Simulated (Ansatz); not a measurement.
A geometry of LiNbO3 away from equilibrium: step 3 of the relaxation of a generated cell, LiNbO3 built in the LiNbO3 structure type. The numbers are results of PBE (plane waves to 420 eV, PAW, scalar-relativistic; Ansatz, an electronic-structure program), not measurements. Γ-centred k-mesh 6×6×6 on the run's cell (coarser than for final values), Fermi–Dirac smearing 0.05 eV. The plane waves were selected for a different cell earlier on the path.

```xyz
10
Lattice="2.5919 1.4964 4.6383 -2.5919 1.4964 4.6383 0.0000 -2.9929 4.6383" Properties=species:S:1:pos:R:3 pbc="T T T"
Li     0.0000     0.0000     9.8003
Li     0.0000     0.0000     2.8428
Nb     0.0000     0.0000    13.7171
Nb     0.0000     0.0000     6.7596
O     -0.6527     1.4531     8.1618
O      1.5848    -0.1613     8.1618
O     -0.9321    -1.2918     8.1618
O      1.0071     1.3351     5.8426
O      0.6527    -1.5397     5.8426
O     -1.6598     0.2046     5.8426
```

Problem. What forces act on the atoms (eV/Å)?

Solution. 
```tsv
atom	Fx	Fy	Fz
Li1	0.00	0.00	-0.01
Li2	0.00	0.00	-0.01
Nb3	0.00	0.00	-0.40
Nb4	0.00	0.00	-0.40
O5	0.10	0.18	0.14
O6	0.11	-0.18	0.14
O7	-0.21	0.00	0.14
O8	-0.11	-0.18	0.14
O9	-0.10	0.18	0.14
O10	0.21	0.00	0.14
```

The path ends in R3c (No. 161) (AFLOW prototype ABC3_hR10_161_a_a_b (as in LiNbO3)). No spin polarisation in the result.

The run could not lose the symmetry of its start.
